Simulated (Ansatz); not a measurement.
The start is a generated trial cell of Bi in the A7 structure type. Cell shape, volume and atoms are optimised at zero target pressure with PBEsol (plane waves to 420 eV, PAW, scalar-relativistic; Ansatz, a program for electronic structure). The first steps use a coarse 9×9×9 k-mesh.

Starting cell:
```yaml
crystal:
  lattice:
    - [2.27160, 1.31151, 3.96008]
    - [-2.27160, 1.31151, 3.96008]
    - [0.00000, -2.62302, 3.96008]
  atoms:
    - { symbol: Bi, position: [0.23700, 0.23700, 0.23700] }
    - { symbol: Bi, position: [0.76300, 0.76300, 0.76300] }
```

### Question
How do the shortest distances between atoms change?

### Answer
The closest pairs of elements (up to four, under 3.6 Å), start → end: Bi–Bi 3.11 → 3.08 Å.

### Question
What band gap does the relaxed structure have at this level?

### Answer
Zero (metallic).

### Question
What does it relax into? Give the structure.

### Answer

Space group R-3m, hexagonal axes (No. 166); a = b = 4.526 Å, c = 11.648 Å, α = β = 90.00°, γ = 120.00°

| atom | site | symmetry | x | y | z |
|---|---|---|---|---|---|
| Bi | 6c | 3m | 0.0000 | 0.0000 | 0.2368 |
(The calculation used a cell of 2 atoms; values per cell refer to that cell.)

The space group stays R-3m (No. 166) (the run could not lower it); the end is AFLOW prototype A_hR2_166_c (A7, as in As), with 2 atoms in the primitive cell. Final values are on a 13×13×13 k-mesh of the relaxed cell. No spin polarisation in the result.

The run could not lose the symmetry of its start; a randomly shaken copy of 2 atoms returns to this structure.
